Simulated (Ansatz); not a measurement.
## Zone-centre phonons of HCl: input and output

All numbers below come from DFT LDA, scalar-relativistic, plane waves, PAW in Ansatz 0.2.0.

It can be run as:
```bash
ansatz run input.yaml --threads 1 --pin off --backend cpu --events-out ev --progress --plain --runs-dir out  # memory cap (--max-ram) not shown
```

Input (bare energies are in eV):
```yaml
crystal:
  lattice:
    - [-1.803777686, 1.8035689456, 2.4953680687]
    - [1.803777686, -1.8035689456, 2.4953680687]
    - [1.803777686, 1.8035689456, -2.4953680687]
  atoms:
    - { symbol: H, position: [0.7029663445, 0.7029663445, 0.0] }
    - { symbol: Cl, position: [0.9650336555, 0.9650336555, 0.0] }
basis:
  ecutwfc: 420
kpoints:
  mp_grid: { grid: [10, 10, 10] }
hamiltonian:
  xc: lda
scf:
  occupations: { method: fixed }
output:
  eigenvalues: true
phonons:
  method: dfpt
  dielectric: true
  rigid_motions: translations
  eigenvectors: true
```

The end of the output:
```
--- Phonons (Γ-DFPT): 6 representative perturbations + reference, on 504 of 1000 k-points (Σ response iterations 20) ---
  k mesh reduced under 1 symmetry operation, with k and −k counted as one. Each operation leaves every solved perturbation unchanged. A smaller set is not considered because the run solves the response ...
  ASR residual: 5.959e-4 → 0.000e0 eV/Å²; symmetrization residual: 7.418e-7 eV/Å²
  ASR residual per site (eV/Å²): 5.96e-4 2.75e-4
  Γ frequencies (cm⁻¹): 0.00 0.00 0.00 162.40 162.52 2693.38
  ε∞ (high-frequency dielectric tensor):
        2.660763     0.000000     0.000000
        0.000000     2.660776     0.000000
        0.000000     0.000000     2.760594
  ε⁰ (static dielectric tensor: ions relaxed, cell fixed):
       11.090776     0.000000     0.000000
        0.000000    11.102337     0.000000
        0.000000     0.000000     2.831004
  ε⁰ − ε∞ (ionic part):
        8.430013     0.000000     0.000000
        0.000000     8.441561     0.000000
        0.000000     0.000000     0.070410
  softest optical mode at Γ: 162.40 cm⁻¹; the repairs (sum rule, projections) moved no ω² at Γ by more than (12.73 cm⁻¹)²
  Born effective charges Z* (e; rows j = field, columns β = displacement):
    site 0:
         0.37950    0.00000    0.00000
         0.00000    0.37948    0.00000
         0.00000    0.00000    0.57478
    site 1:
        -0.37950    0.00000    0.00000
         0.00000   -0.37948    0.00000
         0.00000    0.00000   -0.57478
  Z* charge neutrality: 2.947e-5 e pre-enforcement
  k-mesh period / interband length: 36.1 Å / 1.34 Å = 26.92 at k = (0.0000, 0.0000, 0.0000), direct gap 4.753 eV — 14 or more, which is no proof of convergence
  optical modes at Γ without the LO–TO term, one row a degenerate level:
      ω (cm⁻¹) modes IR ((D/Å)²/amu)
        162.40      1             3.3897
        162.52      1             3.3900
       2693.38      1             7.7765
  optical modes at Γ + LO–TO along q̂ = [1.0000, 0.0000, 0.0000]:
      ω (cm⁻¹) modes IR ((D/Å)²/amu)
        162.40      1             3.3897
        331.81      1             3.3900
       2693.38      1             7.7765
  optical modes at Γ + LO–TO along q̂ = [0.0000, 1.0000, 0.0000]:
      ω (cm⁻¹) modes IR ((D/Å)²/amu)
        162.52      1             3.3900
        331.74      1             3.3897
       2693.38      1             7.7765
  optical modes at Γ + LO–TO along q̂ = [0.0000, 0.0000, 1.0000]:
      ω (cm⁻¹) modes IR ((D/Å)²/amu)
        162.40      1             3.3897
        162.52      1             3.3900
       2727.51      1             7.7765
```

The crystal is built of molecules and no dispersion correction was added, so the binding between them is poorly described, and with it their spacing and whatever depends on it.